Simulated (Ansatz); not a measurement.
The relaxed structure here is a generated cell of Pd: the first start was made by placing the elements on the sites of a structure type, and the end was not matched to a known phase here, so it may be hypothetical. Known forms of Pd include space group No. 225.

A relaxed cell of Pd (Fd-3m (No. 227)), relaxed on a k-mesh at least as fine as the one used below. Level of theory: PBEsol (plane waves to 420 eV, PAW, scalar-relativistic; Ansatz, a first-principles code). Γ-centred k-mesh 10×10×5 on the run's cell (coarser than for final values), Fermi–Dirac smearing 0.05 eV.

```
Pd
1.0
    0.00000     2.84263     2.84263
    2.84263     0.00000     2.84263
    5.68525     5.68525     0.00000
Pd
4
Direct
  0.75000   0.75000   0.37500
  0.75000   0.75000   0.87500
  0.50000   0.50000   0.25000
  0.50000   0.50000   0.75000
```

The atoms are displaced by (Å):

```
atom      ux     uy      uz
----  ------  -----  ------
Pd1    0.030  0.076  -0.005
Pd2   -0.009  0.002  -0.021
Pd3    0.038  0.095   0.065
Pd4    0.107  0.009  -0.012
```

Question: What forces (eV/Å) and pressure result?

Answer: 
| atom | Fx | Fy | Fz |
|---|---|---|---|
| Pd1 | 0.25 | 0.34 | 0.46 |
| Pd2 | 0.84 | -0.03 | 0.17 |
| Pd3 | -0.35 | -0.35 | -0.33 |
| Pd4 | -0.73 | 0.04 | -0.30 |

Pressure +0.2 GPa.

The undisplaced cell is probably no minimum: from this displacement the run went on to Fm-3m (No. 225), 1.36 eV/atom below it.

No spin polarisation in the result. A magnetic state may lie lower.
